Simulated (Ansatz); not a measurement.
Zn₂SeS in space group R3m (No. 160; Zn on 3a, Zn on 3a, Se on 3a, S on 3a), plane-wave PAW PBE (Ansatz code), all energies at zero smearing, with the estimated change up to a 700 eV cutoff added, with one set of potentials and settings (totals compare only within such a set). Cell of 4 atoms (2 Zn, 1 Se, 1 S): -13012.227 eV.

| element | reference phase | E (eV/atom) |
|---|---|---|
| Zn | C2/m, 3 atoms in the cell | -3319.0295 |
| Se | P3_121, 3 atoms in the cell | -5469.0798 |
| S | Fddd, 32 atoms in the cell | -902.0599 |

Formation energy per atom, worked out: (-13012.227 − 2×(-3319.0295) − 1×(-5469.0798) − 1×(-902.0599))/4 = -0.757 eV/atom (-73 kJ per mol of atoms), at 0 K, without zero-point energy or fitted corrections.

The workflow started from a Materials Project entry (that database holds measured and hypothetical structures alike); the Crystallography Open Database copy checked does not list it. Its standing as an ambient phase is unchecked. The cell was relaxed with PBE under the symmetry of its start; whether a distortion lowers the energy is not shown. The references are the lowest solids computed at this level, not always the standard phases.

Potentials: the later of the program's two PAW sets.
